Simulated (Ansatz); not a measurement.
# CuPd (Pm-3m): phonons

Computed with PBEsol, PAW on Ansatz 0.2.0's default frozen-core files (fitted under PBE), scalar-relativistic; not a measurement.

The cell is the relaxed one with its volume scaled by 0.98.

Command:

```sh
ansatz run input.yaml --threads 1 --pin off --max-ram 3072MiB --backend cpu --events-out ev --progress --plain --runs-dir out
```

Input file:

```yaml
crystal:
  lattice:
    - [2.94200273292, 0.0, 0.0]
    - [0.0, 2.94200273292, 0.0]
    - [0.0, 0.0, 2.94200273292]
  atoms:
    - { symbol: Cu, position: [0.0, 0.0, 0.0] }
    - { symbol: Pd, position: [0.5, 0.5, 0.5] }
kpoints:
  mp_grid: { grid: [12, 12, 12] }
scf:
  occupations: { method: fermi_dirac, width: 0.1 }
hamiltonian:
  xc: pbesol
  pseudopotentials: { kind: paw }
phonons:
  qmesh: [2, 2, 2]
  qpath:
    path:
      - [0.0, 0.0, 0.0]
      - [0.0, 0.5, 0.0]
      - [0.5, 0.5, 0.0]
      - [0.0, 0.0, 0.0]
      - [0.5, 0.5, 0.5]
      - [0.0, 0.5, 0.0]
      - [0.5, 0.5, 0.5]
      - [0.5, 0.5, 0.0]
    npoints: 6
  temperatures: { t_min: 0, t_max: 1000, t_step: 100 }
```

The program printed:

```
Warning: RAYON_NUM_THREADS=1 ignored (pool sized by the plan → 1); use --threads N
Engine: ansatz 0.2.0, x86_64-unknown-linux-gnu
Pseudopotentials: kind: paw
Pseudopotential: Cu, paw, valence charge 19, recommended cutoff 420 eV (normal), Cu.paw.azcp
Pseudopotential: Pd, paw, valence charge 18, recommended cutoff 420 eV (normal), Pd.paw.azcp
Functional definition: PBEsol
  exchange = pbesol_x
  correlation = pbesol_c
Crystal: 4 atoms, lattice volume = 50.928 Å³
Basis set: ecut = 420 eV, 967 PW (Γ), exchange–correlation on 40×40×80 points (8 copies of the dense FFT grid, shifted against one another)
Bands: 44, of which v1, the nominal top of the filled ones, is band 37 counted from 1 (36 counted from 0)
Symmetry: 32 space group operations
k-points: 112 of 864
Non-local potential: Cu, projectors of the file, l = 0: 3, l = 1: 2, l = 2: 3, l = 3: 1
Non-local potential: Pd, projectors of the file, l = 0: 2, l = 1: 2, l = 2: 2, l = 3: 1
PAW form: soft (Blöchl's): semilocal exchange-correlation on the pseudo side does not see the compensation charge
[... 130 lines left out ...]
  symmetry images taken by strict's conditions (phonons.symmetry_images: auto; settled by no image being taken that strict refuses)
  supercell 2 (2 cells, vectors [1, 0, 0], [0, 1, -1], [0, 0, 2] in multiples of the cell's): 2 displaced members by 0.0025 Å; free energy -26991.315521 eV; taken off its force constants: by the sum rule 3.6e-4, by the ...
  symmetry images taken by strict's conditions (phonons.symmetry_images: auto; settled by no image being taken that strict refuses)
  supercell 3 (2 cells, vectors [0, 1, -1], [-1, 1, 0], [0, 0, 2] in multiples of the cell's): 2 displaced members by 0.0025 Å; free energy -26991.315521 eV; taken off its force constants: by the sum rule 9.4e-4, by the ...
  symmetry images taken by strict's conditions (phonons.symmetry_images: auto; settled by no image being taken that strict refuses)
  q = [0.0000, 0.0000, 0.0000] (star 1, supercell 1; hermiticity 0.00e0, symmetrization 1.30e-7): -0.00 0.00 0.00 234.16 234.16 234.16
  q = [0.0000, 0.0000, -0.5000] (star 3, supercell 1; hermiticity 9.22e-17, symmetrization 1.87e-16): 142.14 142.14 184.26 195.84 195.84 205.94
  q = [0.0000, -0.5000, -0.5000] (star 3, supercell 2; hermiticity 1.16e-16, symmetrization 6.99e-16): 51.09 51.09 140.00 190.83 257.66 257.66
  q = [-0.5000, -0.5000, -0.5000] (star 1, supercell 3; hermiticity 1.02e-16, symmetrization 5.52e-16): 169.80 169.80 169.80 190.30 190.30 190.30
  joined force constants: q→R imaginary residual 2.91e-17
  density of states and harmonic sums: on the 22×22×22 q-mesh, interpolated from the force constants of a 2×2×2 supercell (no non-analytic term)
  largest difference from the sums on the solved wave vectors: F 6.32e-2 eV, S 9.55e-5 and C_V 3.23e-5 eV/K
```

The run converged.

**Phonons on the q mesh**

Harmonic phonons of a crystal by Kohn-Sham DFT at the given cell, standard atomic masses, acoustic sum rule imposed; negative wavenumbers are unstable modes; one row a degenerate set, branches counted upwards.

| Quantity | Value |
| --- | --- |
| Unstable phonons | no |

| point | q a (r.l.u.) | q b (r.l.u.) | q c (r.l.u.) | branch | phonon wavenumber (cm⁻¹) | degeneracy |
| --- | --- | --- | --- | --- | --- | --- |
| Gamma | 0 | 0 | 0 | 4 | 234.2 | 3 |
| X | 0.5 | 0 | 0 | 1 | 142.1 | 2 |
| X | 0.5 | 0 | 0 | 3 | 184.3 | 1 |
| X | 0.5 | 0 | 0 | 4 | 195.8 | 2 |
| X | 0.5 | 0 | 0 | 6 | 205.9 | 1 |
| M | 0.5 | 0.5 | 0 | 1 | 51.1 | 2 |
| M | 0.5 | 0.5 | 0 | 3 | 140 | 1 |
| M | 0.5 | 0.5 | 0 | 4 | 190.8 | 1 |
| M | 0.5 | 0.5 | 0 | 5 | 257.7 | 2 |
| R | 0.5 | 0.5 | 0.5 | 1 | 169.8 | 3 |
| R | 0.5 | 0.5 | 0.5 | 4 | 190.3 | 3 |

**Harmonic thermodynamics**

Sums over wave vectors interpolated from the q mesh.

```
Zero point energy : 31.13 meV/atom
```

```tsv
temperature (K)	phonon heat capacity (k_B/atom)	phonon entropy (k_B/atom)	phonon free energy (meV/atom)
100	1.884	1.285	27.19
200	2.632	2.885	8.8
300	2.826	3.996	-21.11
400	2.9	4.821	-59.26
500	2.935	5.472	-103.7
600	2.955	6.009	-153.2
700	2.967	6.465	-207
800	2.974	6.862	-264.5
900	2.98	7.213	-325.2
1000	2.984	7.527	-388.7
```

**Zone-centre phonons**

Optical zone-centre levels upwards with Mulliken labels, activity, and the element with most of the kinetic energy.

```json
{
  "Point group": "m-3m"
}
```

| number | phonon wavenumber (cm⁻¹) | label | infrared | raman | lead element |
| --- | --- | --- | --- | --- | --- |
| 1 | 234.2 | T1u | yes | no | Cu |

Limits of these numbers: frozen-core PAW files fitted under PBE, their cores solved anew for the functional of the run; responses of metals move with mesh and smearing; cell scaled away from its relaxed volume; coarse q mesh; activity by symmetry alone, a metal screens infrared modes.

Time and hardware: 2.8 min on 1 thread of Intel(R) Xeon(R) Platinum 8488C (Sapphire Rapids) (shared host), peak memory 0.75 GiB.
